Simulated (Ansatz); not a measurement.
Values for one crystal, relaxed and computed with PBE (plane waves, PAW; program Ansatz); other levels are named.

- Volume per atom = 19.99 Å³
- Electronic character = metallic (no gap)
- Density of states at the Fermi level = 0.49 states/eV per atom (mean over ±0.08 eV)
- Formation energy from the elements (no fitted shifts) = -0.49 eV/atom
- Bulk modulus (Birch–Murnaghan fit) = 1550 kbar
- Gap with spin–orbit coupling = none (metallic)
- Pressure derivative B′ = 4.3

Q: Which of these materials gives this?
A) ZrIr, rock salt
B) AlNi, rock salt
C) Al2Cu, I4/mcm (Al on 8h, Cu on 4a)
D) TaRu, rock salt

A: A, ZrIr, rock salt

Space group Fm-3m (rock salt). The start of the workflow was typed in or built on a structure type; neither database checked (COD, Materials Project) lists it. COD files the formula under space group No. 221. Its standing as an ambient phase is unchecked. The cell was relaxed with PBE under the symmetry of its start; its stability against distortions is not shown here. No spin polarisation was allowed. The references are the lowest solids computed at this level, not always the standard phases. Scalar-relativistic: spin–orbit coupling is off unless named, which matters more the heavier the elements.

Potentials: the later of the program's two PAW sets.
